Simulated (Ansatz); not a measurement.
Relaxed-ion elastic tensor of BeTe (zinc blende, space group No. 216) in GPa (Voigt order), DFT-r²SCAN in the program Ansatz with PAW potentials; density 5.01 g/cm³, 22.63 Å³ per atom.

```json
[
 {"": "1", "1": "101", "2": "38.3", "3": "38.3", "4": "0.0", "5": "0.0", "6": "0.0"},
 {"": "2", "1": "38.3", "2": "101", "3": "38.3", "4": "0.0", "5": "0.0", "6": "0.0"},
 {"": "3", "1": "38.3", "2": "38.3", "3": "101", "4": "0.0", "5": "0.0", "6": "0.0"},
 {"": "4", "1": "0.0", "2": "0.0", "3": "0.0", "4": "52.3", "5": "0.0", "6": "0.0"},
 {"": "5", "1": "0.0", "2": "0.0", "3": "0.0", "4": "0.0", "5": "52.3", "6": "0.0"},
 {"": "6", "1": "0.0", "2": "0.0", "3": "0.0", "4": "0.0", "5": "0.0", "6": "52.3"}
]
```

Problem. Is the crystal mechanically stable?

Solution. Yes: the smallest eigenvalue of C is 52.3 GPa.

Problem. Work out the Voigt, Reuss and Hill averages.

Solution. K_V = 59.3, K_R = 59.3, K_H = 59.3; G_V = 44.0, G_R = 41.4, G_H = 42.7 GPa.

Problem. Give Young's modulus, Poisson's ratio, Pugh's ratio and the universal anisotropy index.

Solution. E = 9KG/(3K + G) = 103 GPa; ν = 0.21; K/G = 1.39 (brittle by the Pugh limit of 1.75); A_U = 5G_V/G_R + K_V/K_R − 6 = 0.32.

Problem. Estimate the sound speeds and the Debye temperature.

Solution. v_l = √((K + 4G/3)/ρ) = 4820 m/s, v_t = √(G/ρ) = 2920 m/s, mean 3230 m/s; Θ = (h/k)(3n/4πV)^(1/3) v_m = 340 K.

Problem. Give the Zener ratio and Young's modulus along [100], [110] and [111].

Solution. A = 2C44/(C11 − C12) = 1.66; 1/E = S11 − 2(S11 − S12 − S44/2)Γ with Γ = 0, 1/4, 1/3 gives 80.3, 108, 121 GPa.

Space group F-43m (zinc blende). Symmetry was held in the r²SCAN relaxation. Scalar-relativistic: spin–orbit coupling is off unless named, which matters more the heavier the elements.

Potentials: the earlier of the program's two PAW sets. The files were generated under PBE; for other functionals the program regenerates the frozen cores, and for LDA and PBEsol the local potential too.
